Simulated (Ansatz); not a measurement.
Ru (hcp (Mg type), P6_3/mmc) under volume change, DFT-r²SCAN in the program Ansatz with PAW potentials, shape and atoms relaxed at each volume.

```json
[
 {"V (Å³/atom)": "12.298", "E − E(relaxed) (meV/atom)": "138.7", "P (GPa)": "40.00"},
 {"V (Å³/atom)": "12.703", "E − E(relaxed) (meV/atom)": "57.9", "P (GPa)": "24.29"},
 {"V (Å³/atom)": "13.109", "E − E(relaxed) (meV/atom)": "13.6", "P (GPa)": "11.09"},
 {"V (Å³/atom)": "13.514", "E − E(relaxed) (meV/atom)": "0.0", "P (GPa)": "-0.01"},
 {"V (Å³/atom)": "13.920", "E − E(relaxed) (meV/atom)": "12.1", "P (GPa)": "-9.31"},
 {"V (Å³/atom)": "14.325", "E − E(relaxed) (meV/atom)": "45.9", "P (GPa)": "-17.11"},
 {"V (Å³/atom)": "14.730", "E − E(relaxed) (meV/atom)": "97.7", "P (GPa)": "-23.62"}
]
```

Task: What does a third-order Birch–Murnaghan fit give for V₀, B₀ and B′?

Result: V₀ = 13.51 Å³/atom, B₀ = 338 GPa, B′ = 4.8.

The r²SCAN relaxation kept the symmetry of its start; of distortions, only those at the zone centre were tested. No spin polarisation was allowed.

Potentials: the earlier of the program's two PAW sets.
